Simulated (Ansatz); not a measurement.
Relaxed AgCl (rock salt):

```yaml
crystal:
  lattice:
    - [0.00000, 5.61150, 5.61150]
    - [2.80575, 0.00000, 2.80575]
    - [2.80575, 2.80575, 0.00000]
  atoms:
    - { symbol: Cl, position: [0.00000, 0.00000, 0.00000] }
    - { symbol: Cl, position: [0.50000, 0.00000, 0.00000] }
    - { symbol: Ag, position: [0.25000, 0.50000, 0.50000] }
    - { symbol: Ag, position: [0.75000, 0.50000, 0.50000] }
```

The atoms are displaced by Q × the pattern below (from a DFPT mode at L = (0.5, 0.0, 0.0), largest move 1; Q in Å), at fixed cell. (q is in reciprocal vectors of the primitive cell; the cell shown is doubled to hold the pattern.)

```json
[
 {"atom": "Ag3", "x": "-0.577", "y": "0.577", "z": "0.577"},
 {"atom": "Ag4", "x": "0.577", "y": "-0.577", "z": "-0.577"}
]
```

Atoms not listed stay in place.

Method: PBE (plane waves to 420 eV, PAW, scalar-relativistic; Ansatz, an electronic-structure program). k mesh 5×10×10 (Γ-centred), Fermi-Dirac smearing 0.05 eV. E stands for the smeared free energy. AgCl was relaxed with its symmetry unable to fall. ΔE is measured from the undisplaced structure.

```json
[
 {"Q (Å)": "-0.180", "ΔE (meV/cell)": "111.2"},
 {"Q (Å)": "-0.150", "ΔE (meV/cell)": "77.4"},
 {"Q (Å)": "-0.120", "ΔE (meV/cell)": "49.7"},
 {"Q (Å)": "-0.090", "ΔE (meV/cell)": "withheld"},
 {"Q (Å)": "-0.060", "ΔE (meV/cell)": "12.4"},
 {"Q (Å)": "-0.030", "ΔE (meV/cell)": "3.1"},
 {"Q (Å)": "0.000", "ΔE (meV/cell)": "0.0"},
 {"Q (Å)": "0.030", "ΔE (meV/cell)": "3.1"},
 {"Q (Å)": "0.060", "ΔE (meV/cell)": "12.4"},
 {"Q (Å)": "0.090", "ΔE (meV/cell)": "withheld"},
 {"Q (Å)": "0.120", "ΔE (meV/cell)": "49.7"},
 {"Q (Å)": "0.150", "ΔE (meV/cell)": "77.4"},
 {"Q (Å)": "0.180", "ΔE (meV/cell)": "111.2"}
]
```

Q: Fit an even polynomial form (powers 2, 4) to the given rows and predict ΔE at Q = -0.090.

A: Least squares on the 11 given rows: ΔE = (3462)·Q² + (-916.1)·Q⁴, in meV/cell with Q in Å; root-mean-square residual 0.03 meV/cell. At -0.090 the fit gives 28.0 meV/cell; the calculation gives 28.0 meV/cell, the same to the digits shown. The quadratic term alone would give 28.0 meV/cell.

(A displaced cell: forces are minus the slopes of the energy, force constants its curvatures, and phonons follow from these.)
